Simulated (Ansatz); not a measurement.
HfSiO4:
```yaml
crystal:
  lattice:
    - [-3.29103, 3.29103, 2.98562]
    - [3.29103, -3.29103, 2.98562]
    - [3.29103, 3.29103, -2.98562]
  atoms:
    - { symbol: O, position: [0.13525, 0.31988, 0.81537] }
    - { symbol: O, position: [0.61475, 0.93012, 0.68463] }
    - { symbol: O, position: [0.24549, 0.93012, 0.31537] }
    - { symbol: O, position: [0.50451, 0.31988, 0.18463] }
    - { symbol: O, position: [0.68012, 0.86475, 0.18463] }
    - { symbol: O, position: [0.06988, 0.75451, 0.68463] }
    - { symbol: O, position: [0.06988, 0.38525, 0.31537] }
    - { symbol: O, position: [0.68012, 0.49549, 0.81537] }
    - { symbol: Si, position: [0.50000, 0.50000, 0.00000] }
    - { symbol: Si, position: [0.25000, 0.75000, 0.50000] }
    - { symbol: Hf, position: [0.75000, 0.25000, 0.50000] }
    - { symbol: Hf, position: [0.00000, 0.00000, 0.00000] }
```

Relaxed with r²SCAN. Special points in fractions of this cell's reciprocal vectors: Γ (0.000, 0.000, 0.000); X (0.000, 0.000, 0.500); M (-0.500, 0.500, 0.500); Z (0.456, 0.456, -0.456); Z0 (-0.456, 0.544, 0.456); P (0.250, 0.250, 0.250); N (0.000, 0.500, 0.000).

**Question.** List the band energies nearest the valence-band maximum at these points for r²SCAN with spin–orbit coupling in the plane-wave PAW code Ansatz.

**Answer.** In eV from the valence-band maximum; about four levels below and three above (degenerate sets whole), none deeper than 8.9 eV; points with the same levels are listed once.

| k | below | above |
|---|---|---|
| Γ | -0.51 -0.51 0.00 0.00 | 6.36 6.36 6.56 6.56 |
| X | -0.59 -0.59 -0.59 -0.59 | 6.01 6.01 6.01 6.01 |
| M | -0.87 -0.87 -0.87 -0.87 | 6.74 6.74 6.74 6.74 |
| Z | -0.82 -0.82 -0.81 -0.81 | 6.68 6.68 6.79 6.79 |
| P | -0.50 -0.50 -0.50 -0.50 | 6.00 6.00 6.02 6.02 |
| N | -0.27 -0.27 -0.18 -0.18 | 6.25 6.25 6.38 6.38 |

Space group I4_1/amd. Symmetry was held in the r²SCAN relaxation. The run is not spin-polarised.

Potentials: the later of the program's two PAW sets.
